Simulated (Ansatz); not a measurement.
Data:

Al₃GaN₄:
```xyz
8
Lattice="3.1249 0.0000 0.0000 -1.5625 2.7063 0.0000 0.0000 0.0000 10.0732" Properties=species:S:1:pos:R:3 pbc="T T T"
Ga     0.0000     1.8042     0.0563
N      0.0000     1.8042     2.0219
Al     1.5625     0.9021     2.5997
N      1.5625     0.9021     4.4971
Al     0.0000     1.8042     5.0855
N      0.0000     1.8042     6.9818
Al     1.5625     0.9021     7.5676
N      1.5625     0.9021     9.4637
```

This is the r²SCAN-relaxed structure. x, y and z are the axes in which the lattice vectors are written.

**Question.** All from plane-wave PAW r²SCAN (Ansatz code), unless another level is named. Estimate the piezoelectric stress constants (proper, relaxed ions, C/m²).

**Answer.** e15 = e24 = -0.31, e16 = e21 = -0.03, e22 = 0.03, e31 = e32 = -0.55, e33 = 1.28.

**Question.** Next, the Young's modulus?

**Answer.** 317 GPa.

Space group P3m1. The start of the workflow was typed in or built on a structure type; neither database checked (COD, Materials Project) lists it. Whether it is the stable phase at ambient conditions was not checked. The r²SCAN relaxation kept the symmetry of its start; its stability against distortions is not shown here. Signs of piezoelectric constants follow the polarity of the cell as given.

Potentials: the earlier of the program's two PAW sets.
